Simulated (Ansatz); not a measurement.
AlN (zinc blende)

```yaml
crystal:
  lattice:
    - [0.00000, 2.20161, 2.20161]
    - [2.20161, 0.00000, 2.20161]
    - [2.20161, 2.20161, 0.00000]
  atoms:
    - { symbol: N, position: [0.75000, 0.75000, 0.75000] }
    - { symbol: Al, position: [0.00000, 0.00000, 0.00000] }
```

In this cell atom 2 (Al, nearest neighbour N at 1.907 Å; its periodic images, 3.1 Å or more away, move with it) is moved by s along Cartesian z, unit vector (0.000, 0.000, 1.000); all other atoms and the cell stay fixed.

All values below come from PBE (plane waves to 420 eV, PAW, scalar-relativistic; Ansatz, a first-principles code). k mesh 10×10×10 (Γ-centred), Fermi-Dirac smearing 0.05 eV. E stands for the smeared free energy. AlN was relaxed with its symmetry unable to fall. The zero of ΔE is the undisplaced structure.

```json
[
 {"s (Å)": "-0.380", "ΔE (meV/cell)": "916"},
 {"s (Å)": "-0.304", "ΔE (meV/cell)": "602"},
 {"s (Å)": "-0.228", "ΔE (meV/cell)": "346"},
 {"s (Å)": "-0.152", "ΔE (meV/cell)": "156"},
 {"s (Å)": "-0.076", "ΔE (meV/cell)": "withheld"},
 {"s (Å)": "0.000", "ΔE (meV/cell)": "0"},
 {"s (Å)": "0.076", "ΔE (meV/cell)": "withheld"},
 {"s (Å)": "0.152", "ΔE (meV/cell)": "156"},
 {"s (Å)": "0.228", "ΔE (meV/cell)": "346"},
 {"s (Å)": "0.304", "ΔE (meV/cell)": "602"},
 {"s (Å)": "0.380", "ΔE (meV/cell)": "916"}
]
```

Question: Fit an even polynomial form (powers 2, 4) to the given rows and predict ΔE at s = -0.076.

Answer: Least squares on the 9 given rows: ΔE = (6826)·s² + (-3343)·s⁴, in meV/cell with s in Å; root-mean-square residual 0.2 meV/cell. At -0.076 the fit gives 39 meV/cell; the calculation gives 39 meV/cell, the same to the digits shown. The quadratic term alone would give 39 meV/cell.

(For displaced atoms, the force is minus the slope of the energy, and its curvature is a force constant, which sets phonon frequencies.)
